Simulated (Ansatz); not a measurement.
Relaxed candidate structures of CoSi$_{2}$:

A. Fm-3m (No. 225), cF12; a = b = c = 5.360 Å, α = β = γ = 90.00°; Co 4a (0.000, 0.000, 0.000); Si 8c (0.250, 0.250, 0.250)

B. P6/mmm (No. 191), hP3; a = 4.164 Å, b = 4.164 Å, c = 2.500 Å, α = 90.00°, β = 90.00°, γ = 120.00°; Co 1a (0.000, 0.000, 0.000); Si 2d (0.333, 0.667, 0.500)

**Question.** Order them by energy per atom (lowest first) at the level PBE (plane waves to 420 eV, PAW, scalar-relativistic; Ansatz, a first-principles code).

**Answer.** A (reference, the lowest among the structures calculated here), B (+0.78 eV/atom)

Each run could gain symmetry but not lose that of its start, so entries can be saddle points. From databases, or of a type measured for this composition: Fm-3m, cF12; the others are generated cells (placed on structure types, drawn at random, substituted or restacked) that were not matched to a known phase here. Static energies at zero pressure. The runs use different k-meshes, so differences are rounded accordingly. No spin polarisation in the result. The relaxed primitive cell holds an odd number of electrons. A magnetic state may lie lower.
